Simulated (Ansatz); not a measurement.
# Guessed and relaxed cells of BeCd2S3

A trial structure of BeCd2S3 was built thus: random cell by space group and Wyckoff sites (P6mm, No. 183). Its size is a rough estimate.

POSCAR.start

```
Be Cd S
1.0
     4.48253    0.00000    0.00000
    -2.24126    3.88198    0.00000
     0.00000    0.00000    8.11610
Be Cd S
1 2 3
Direct
  0.00000 0.00000 0.44256
  0.00000 0.00000 0.83038
  0.00000 0.00000 0.07062
  0.33333 0.66667 0.85355
  0.66667 0.33333 0.85355
  0.00000 0.00000 0.61675
```

Computed with Ansatz 0.2.0, DFT PBE, scalar-relativistic, plane waves, PAW. Cutoff 420 eV, Gaussian smearing, Γ-centred meshes. Cell and atoms relax first on a coarse mesh and then on a finer one. In between, the cell is made exact in the group found at 0.06 Å. In metals the finer mesh still leaves noise of several meV/atom or more. The steps can't lower the symmetry of their start. No spin polarisation.

POSCAR.end

```
Be Cd S
1.0
     4.53393    0.00000    0.00000
    -2.26697    3.92650    0.00000
     0.00000    0.00000    9.66530
Be Cd S
1 2 3
Direct
  0.00000 0.00000 0.35814
  0.00000 0.00000 0.79158
  0.00000 0.00000 0.11703
  0.33333 0.66667 0.92780
  0.66667 0.33333 0.92780
  0.00000 0.00000 0.54507
```

The symmetry stays P6mm (No. 183). The volume per atom grows by 21.8 %, from 23.5 to 28.7 Å³. The shortest distance goes from 1.41 Å (Be–S) to 1.81 Å (Be–S). The ratio c/a of the conventional cell changes by a factor of 1.18. The energy falls by about 2.8 eV/atom (the start's value is from the coarse mesh).

- Volume per atom: 28.68 Å³
- Density: 3.18 g/cm³
- Formation energy: +0.30 eV/atom
- Gap on the 12×12×4 mesh of the 6-atom cell: 0 eV (a metal)

Energies over the elements count from the elements' standard structures at the same level, with no fitted energy shifts. It can't be a ground state, since the elements alone are lower.

The last run used Gaussian smearing of 0.10 eV. The reference form of S is held partly by dispersion forces, which this level lacks. A structure relaxed within its symmetry needn't be a true minimum. In all, the 3 runs took 9.4 min on 1 thread of Intel(R) Xeon(R) Processor @ 2.50GHz (Skylake/Cascade Lake), on a shared host. Another cell of BeCd2S3 relaxed alike, in P-3m1, lies 0.73 eV/atom lower, so this cell isn't the stable form at this level.
